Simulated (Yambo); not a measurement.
SiC (2H, space group P6_3mc, No. 186): a test of whether the lowest BSE state is resolved, against the k mesh (Yambo, LDA bands; otherwise 5 valence and 5 conduction bands, static screening with 23 bands and a 4 Ry block, scissor 1.05 eV, Tamm-Dancoff).

```json
[
 {"k mesh": "3×3×2", "direct gap (eV)": "5.30", "lowest state (eV)": "4.71", "difference (eV)": "0.59", "k points taking part": "4.4", "rough cost": "about 1/80"},
 {"k mesh": "6×6×4", "direct gap (eV)": "4.98", "lowest state (eV)": "4.68", "difference (eV)": "0.31", "k points taking part": "3.5", "rough cost": "about 1/8"},
 {"k mesh": "9×9×4", "direct gap (eV)": "5.02", "lowest state (eV)": "4.75", "difference (eV)": "0.27", "k points taking part": "6.6", "rough cost": "about 1/2"},
 {"k mesh": "9×9×6", "direct gap (eV)": "5.02", "lowest state (eV)": "4.78", "difference (eV)": "0.24", "k points taking part": "7.1", "rough cost": "1"}
]
```

The last step moves the difference by 0.03 eV. Even the densest mesh doesn't resolve the state: none of these energies is a result, and the difference is no binding energy.

The meshes don't all hold the same k points, as the direct gap shows, so the steps mix sampling with density. These are vertical excitations (zero momentum); the indirect quasiparticle gap, about 3.00 eV, is smaller than the direct one (4.98 eV on the GW mesh). The scissor comes from a G0W0 run whose convergence isn't established; costs are rough.

Geometry relaxed with LDA; primitive cell a = 3.054 Å, b = 3.054 Å, c = 5.012 Å, α = 90.00°, β = 90.00°, γ = 120.00°.
